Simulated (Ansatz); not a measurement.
# Ba3SrNb2O9, one structure, two calculations

Cell: a Materials Project structure (computed, not necessarily an observed phase), taken as it stands.

```cif
data_structure
_symmetry_space_group_name_H-M 'P 1'
_symmetry_Int_Tables_number 1
_cell_length_a 6.0494
_cell_length_b 6.0494
_cell_length_c 7.6993
_cell_angle_alpha 90.000
_cell_angle_beta 90.000
_cell_angle_gamma 120.000
_cell_volume 244.01
loop_
_atom_site_label
_atom_site_type_symbol
_atom_site_fract_x
_atom_site_fract_y
_atom_site_fract_z
_atom_site_occupancy
Ba1 Ba 0.00000 0.00000 0.00000 1
Ba2 Ba 0.66667 0.33333 0.29982 1
Ba3 Ba 0.33333 0.66667 0.70018 1
Sr4 Sr 0.00000 0.00000 0.50000 1
Nb5 Nb 0.66667 0.33333 0.83160 1
Nb6 Nb 0.33333 0.66667 0.16840 1
O7 O 0.35430 0.17715 0.69931 1
O8 O 0.82285 0.64570 0.69931 1
O9 O 0.82285 0.17715 0.69931 1
O10 O 0.64570 0.82285 0.30069 1
O11 O 0.17715 0.35430 0.30069 1
O12 O 0.17715 0.82285 0.30069 1
O13 O 0.50000 0.00000 0.00000 1
O14 O 0.50000 0.50000 0.00000 1
O15 O 0.00000 0.50000 0.00000 1
```

Sites (sets of like atoms) are named by element and the number of their first atom in this list.

First run. The numbers come from a DFT calculation in Ansatz (PBE, plane waves and PAW, scalar-relativistic, 420 eV cutoff, Γ-centred 4×4×3 k-points, Fermi–Dirac smearing 0.02 eV).

| site | atom | V_zz (10²¹ V/m²) | η |
| --- | --- | --- | --- |
| Ba1 | 1 | 0.68 | 0.00 |
| Ba2 | 2 | 3.54 | 0.00 |
| Sr | 4 | -7.29 | 0.00 |
| Nb | 5 | 2.61 | 0.00 |
| O7 | 7 | -1.78 | 0.19 |
| O13 | 13 | 2.31 | 0.30 |

Second run. The same atoms and settings, except that spin–orbit coupling is included (fully relativistic PAW files).

(1) Given the first result, estimate the second.

Results:

(1) 

| site | atom | V_zz | η | change of V_zz |
| --- | --- | --- | --- | --- |
| Ba1 | 1 | 0.68 | 0.00 | 0.00 |
| Ba2 | 2 | 3.54 | 0.00 | 0.00 |
| Sr | 4 | -7.29 | 0.00 | 0.00 |
| Nb | 5 | 2.62 | 0.00 | +0.01 |
| O7 | 7 | -1.78 | 0.19 | 0.00 |
| O13 | 13 | 2.31 | 0.30 | 0.00 |

No V_zz moves by more than 0.01.

For the first run: The largest force is 0.6 eV/Å, so the atoms aren't at the calculated equilibrium and relaxing them would move these values. A computed database structure should lie near equilibrium, so this entry is doubtful.
For the second run: The largest force is 0.6 eV/Å, so the atoms aren't at the calculated equilibrium and relaxing them would move these values.
